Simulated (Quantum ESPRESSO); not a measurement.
# GaIn2SiP3As: input and log of a self-consistent run

Simulated, not a measurement. The program is pw.x of Quantum ESPRESSO 7.5 (plane-wave density functional theory). The cell is made up: 8 atoms on a zincblende/diamond lattice, with randomly drawn elements, strain and displacements, not relaxed. PseudoDojo standard norm-conserving files (v0.5 for PBE, v0.4.1 for LDA and PBEsol) set the functional; there is no spin polarisation, spin-orbit coupling or dispersion term, and the masses in the input are unused placeholders. A spin-polarised start on this cell or one of its family kept no moment.

Input:

```
&control calculation='scf', pseudo_dir='./dojo.nc.sr.pbe.v0_5.standard.upf', outdir='./o', disk_io='low', tprnfor=.true., tstress=.true. /
&system ibrav=0, nat=8, ntyp=5, nbnd=47, ecutwfc=84.00895049, nosym=.true., tot_charge=0,
 occupations='smearing', smearing='fd', degauss=0.0073498644
/
&electrons conv_thr=7.350e-09, electron_maxstep=60, /
ATOMIC_SPECIES
As 1.0 As.upf
Ga 1.0 Ga.upf
In 1.0 In.upf
P 1.0 P.upf
Si 1.0 Si.upf
CELL_PARAMETERS angstrom
5.6265 0.0726 -0.0814
0.0726 5.7938 0.0336
-0.0814 0.0336 5.728
ATOMIC_POSITIONS angstrom
Ga -0.1505 0.071 -0.0569
In 0.0119 2.8956 2.8495
Si 2.8072 0.0463 2.8252
In 2.7826 2.9868 -0.0301
P 1.3467 1.4791 1.4546
P 1.4138 4.29 4.2744
As 4.2105 1.4733 4.2847
P 4.2572 4.4264 1.3913
K_POINTS automatic
6 6 6 1 1 1
```

The log is shortened where brackets say so; the opening notice, blank lines, dates and the lines on written files are dropped, and the path of the files is cut. It prints rydbergs, bohrs and kilobars, and counts compression as positive stress.

```
     Program PWSCF v.7.5
     Parallel version (MPI & OpenMP), running on       4 processor cores
     Number of MPI processes:                 4
     Threads/MPI process:                     1
     [start-up lines left out]
     bravais-lattice index     =            0
     lattice parameter (alat)  =      10.6345  a.u.
     unit-cell volume          =    1259.5813 (a.u.)^3
     number of atoms/cell      =            8
     number of atomic types    =            5
     number of electrons       =        73.00
     number of Kohn-Sham states=           47
     kinetic-energy cutoff     =      84.0090  Ry
     charge density cutoff     =     336.0358  Ry
     scf convergence threshold =      7.3E-09
     mixing beta               =       0.7000
     number of iterations used =            8  plain     mixing
     Exchange-correlation= PBE
                           (   1   4   3   4   0   0   0)
     [axes and pseudopotential details left out]
   Cartesian axes
     site n.     atom                  positions (alat units)
         1        Ga     tau(   1) = (  -0.0267434   0.0126165  -0.0101110  )
         2        In     tau(   2) = (   0.0021146   0.5145394   0.5063476  )
         3        Si     tau(   3) = (   0.4988310   0.0082274   0.5020296  )
         4        In     tau(   4) = (   0.4944597   0.5307454  -0.0053487  )
         5        P      tau(   5) = (   0.2393045   0.2628316   0.2584781  )
         6        P      tau(   6) = (   0.2512280   0.7623201   0.7595480  )
         7        As     tau(   7) = (   0.7481932   0.2618010   0.7613783  )
         8        P      tau(   8) = (   0.7564917   0.7865580   0.2472298  )
     number of k points=   108  Fermi-Dirac smearing, width (Ry)=  0.0073
     Number of k-points >= 100: set verbosity='high' to print them.
     Dense  grid:   130951 G-vectors     FFT dimensions: (  64,  64,  64)
     Estimated max dynamical RAM per process >     508.15 MB
     Estimated total dynamical RAM >       1.89 GB
     Initial potential from superposition of free atoms
     starting charge      72.9883, renormalised to      73.0000
     Starting wfcs are   52 randomized atomic wfcs
     total cpu time spent up to now is       19.4 secs
     per-process dynamical memory:   430.9 Mb
     Self-consistent Calculation
     iteration #  1     ecut=    84.01 Ry     beta= 0.70
     Davidson diagonalization with overlap
     ethr =  1.00E-02,  avg # of iterations =  4.3
     Threshold (ethr) on eigenvalues was too large:
     Diagonalizing with lowered threshold
     Davidson diagonalization with overlap
     ethr =  3.96E-04,  avg # of iterations =  3.6
     total cpu time spent up to now is      115.9 secs
     total energy              =    -680.77746602 Ry
     estimated scf accuracy    <       0.30026372 Ry
     iteration #  2     ecut=    84.01 Ry     beta= 0.70
     Davidson diagonalization with overlap
     ethr =  4.11E-04,  avg # of iterations =  2.6
     total cpu time spent up to now is      164.2 secs
     total energy              =    -680.84173298 Ry
     estimated scf accuracy    <       0.10719895 Ry
     iteration #  3     ecut=    84.01 Ry     beta= 0.70
     Davidson diagonalization with overlap
     ethr =  1.47E-04,  avg # of iterations =  4.3
     total cpu time spent up to now is      212.5 secs
     total energy              =    -680.86252479 Ry
     estimated scf accuracy    <       0.01306227 Ry
     iteration #  4     ecut=    84.01 Ry     beta= 0.70
     Davidson diagonalization with overlap
     c_bands:  1 eigenvalues not converged
     ethr =  1.79E-05,  avg # of iterations =  8.7
     total cpu time spent up to now is      273.3 secs
     total energy              =    -680.86612655 Ry
     estimated scf accuracy    <       0.00427001 Ry
     iteration #  5     ecut=    84.01 Ry     beta= 0.70
     Davidson diagonalization with overlap
     ethr =  5.85E-06,  avg # of iterations =  4.0
     total cpu time spent up to now is      320.2 secs
     total energy              =    -680.86686304 Ry
     estimated scf accuracy    <       0.00014511 Ry
     iteration #  6     ecut=    84.01 Ry     beta= 0.70
     Davidson diagonalization with overlap
     ethr =  1.99E-07,  avg # of iterations =  4.6
     total cpu time spent up to now is      371.2 secs
     total energy              =    -680.86691396 Ry
     estimated scf accuracy    <       0.00003388 Ry
     iteration #  7     ecut=    84.01 Ry     beta= 0.70
     Davidson diagonalization with overlap
     ethr =  4.64E-08,  avg # of iterations =  2.0
     total cpu time spent up to now is      411.9 secs
     total energy              =    -680.86692187 Ry
     estimated scf accuracy    <       0.00000257 Ry
     iteration #  8     ecut=    84.01 Ry     beta= 0.70
     Davidson diagonalization with overlap
     ethr =  3.53E-09,  avg # of iterations =  3.7
     total cpu time spent up to now is      460.0 secs
     total energy              =    -680.86692267 Ry
     estimated scf accuracy    <       0.00000028 Ry
     iteration #  9     ecut=    84.01 Ry     beta= 0.70
     Davidson diagonalization with overlap
     ethr =  3.80E-10,  avg # of iterations =  3.7
     total cpu time spent up to now is      509.1 secs
     total energy              =    -680.86692277 Ry
     estimated scf accuracy    <       0.00000008 Ry
     iteration # 10     ecut=    84.01 Ry     beta= 0.70
     Davidson diagonalization with overlap
     ethr =  1.03E-10,  avg # of iterations =  2.1
     total cpu time spent up to now is      552.1 secs
     total energy              =    -680.86692279 Ry
     estimated scf accuracy    <          8.7E-09 Ry
     iteration # 11     ecut=    84.01 Ry     beta= 0.70
     Davidson diagonalization with overlap
     ethr =  1.19E-11,  avg # of iterations =  2.7
     total cpu time spent up to now is      594.7 secs
     End of self-consistent calculation
     [lines on levels left out]
!    total energy              =    -680.86692279 Ry
     estimated scf accuracy    <          2.0E-09 Ry
     smearing contrib. (-TS)   =      -0.00578561 Ry
     internal energy E=F+TS    =    -680.86113718 Ry
     The total energy is F=E-TS. E is the sum of the following terms:
     one-electron contribution =    -354.66287650 Ry
     hartree contribution      =     223.00654153 Ry
     xc contribution           =    -185.05575904 Ry
     ewald contribution        =    -364.14904317 Ry
     convergence has been achieved in  11 iterations
     Forces acting on atoms (cartesian axes, Ry/au):
     atom    1 type  2   force =     0.09337606   -0.09031692    0.08059272
     atom    2 type  3   force =    -0.00862036    0.00634018    0.01567252
     atom    3 type  5   force =    -0.02304592   -0.02194855   -0.01050373
     atom    4 type  3   force =     0.03095385   -0.04512738    0.06006514
     atom    5 type  4   force =     0.03639741   -0.07742971   -0.03282148
     atom    6 type  4   force =    -0.03633326    0.12959371   -0.03658389
     atom    7 type  1   force =    -0.07210004    0.03290568   -0.06970393
     atom    8 type  4   force =    -0.02062775    0.06598298   -0.00671733
     Total force =     0.274357     Total SCF correction =     0.000215
     Computing stress (Cartesian axis) and pressure
          total   stress  (Ry/bohr**3)                   (kbar)     P=       57.81
   0.00040636  -0.00025928   0.00030387           59.78      -38.14       44.70
  -0.00025928   0.00034128  -0.00018435          -38.14       50.20      -27.12
   0.00030387  -0.00018435   0.00043124           44.70      -27.12       63.44
     init_run     :     18.23s CPU     19.12s WALL (       1 calls)
     electrons    :    572.05s CPU    575.39s WALL (       1 calls)
     forces       :      6.86s CPU      6.90s WALL (       1 calls)
     stress       :     23.28s CPU     23.99s WALL (       1 calls)
     [timing details left out]
     PWSCF        :  10m20.88s CPU  10m25.97s WALL
     JOB DONE.
```

In other units: free energy -9263.666 eV for the cell, pressure 5.78 GPa, largest force component 3.332 eV/Å. A rerun of a related cell, with the same atoms placed differently, at 1437 eV and a 8 x 8 x 8 mesh moved values by no more than 0.004 eV in energy, 0.06 GPa in stress and 0.006 eV/Å in force.